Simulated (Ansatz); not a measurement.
# Property card for SiC

SiC:
```
CELL_PARAMETERS angstrom
      3.06578     0.00000     0.00000
     -1.53289     2.65504     0.00000
      0.00000     0.00000     7.03111
ATOMIC_POSITIONS crystal
  Si 0.50000 0.00000 0.50000
  Si 0.00000 0.50000 0.16667
  Si 0.50000 0.50000 0.83333
  C  0.50000 0.00000 0.00000
  C  0.00000 0.50000 0.66667
  C  0.50000 0.50000 0.33333
```

Space group P6_222 (No. 180); conventional cell a = 3.066 Å, b = 3.066 Å, c = 7.031 Å, α = 90.00°, β = 90.00°, γ = 120.00°.

Method: PBEsol in the plane-wave PAW code Ansatz. Structure relaxed to zero pressure with the same functional. Other levels are named where they apply.

**Cell and energy**

```json
{
  "volume_per_atom": "9.54 Å³",
  "density": "3.49 g/cm³",
  "Formation energy from the elements (no fitted shifts)": "0.27 eV/atom"
}
```

**Electronic structure**

```json
{
 "band_gap": "0.77 eV (indirect)",
 "valence_band_maximum": "at Γ",
 "conduction_band_minimum": "at M (3 equivalent valleys)",
 "smallest_direct_gap_on_the_standard_path": "2.98 eV",
 "electron_effective_mass": "0.17, 0.45, 0.88 mₑ (principal values)",
 "Weight of the conduction-edge state by species (Voronoi cells)": "Si 59 %, C 41 %",
 "hole_effective_mass": "0.38, 0.38, 3.5 mₑ (principal values)",
 "Weight of the valence-edge state by species (Voronoi cells)": "C 77 %, Si 23 %",
 "HSE06 gap on the PBEsol cell": "1.64 eV"
}
```

**Mechanics**

```json
{
  "Bulk modulus (Birch–Murnaghan fit)": "230 GPa",
  "Pressure derivative B′": "3.9",
  "Elastic constants (relaxed ions, GPa)": "C11 = 453, C12 = 91.0, C13 = 105, C33 = 607, C44 = 202",
  "mechanical_stability": "stable (all eigenvalues of C positive)",
  "hill_bulk_and_shear_moduli": "233 and 197 GPa",
  "Young's modulus": "460 GPa",
  "Poisson's ratio": "0.17",
  "debye_temperature_from_the_elastic_constants": "1160 K",
  "Piezoelectric stress constants (proper, relaxed ions, C/m²)": "e14 = 0.61, e25 = -0.61"
}
```

**Dielectric response**

```json
{
  "Electronic dielectric constant ε∞ (DFPT)": "11.3 (xx = yy), 11.4 (zz)",
  "Static dielectric constant ε0 (ions relaxed, cell fixed)": "23.5 (xx = yy), 17.4 (zz)",
  "Born charges (a third of the trace)": "Si +3.24, C -3.24 e"
}
```

**Phonons**

```json
{
 "Highest zone-centre frequency (without LO–TO term)": "103.8 meV",
 "zone_centre_stability": "no imaginary mode at Γ",
 "dynamical_stability_on_the_path": "stable (no imaginary branch)",
 "zero_point_energy": "98.9 meV/atom",
 "Vibrational entropy at 300 K": "10.2 J/(K·mol of atoms)"
}
```

The start of the workflow was typed in or built on a structure type; neither database checked (COD, Materials Project) lists it. It is not the phase usual at ambient conditions (space group No. 186, 216). The cell was relaxed with PBEsol under the symmetry of its start. Its formation energy is positive at this level, so the cell may be metastable or incomplete. The references are the lowest solids computed at this level, not always the standard phases.

Potentials: the later of the program's two PAW sets.
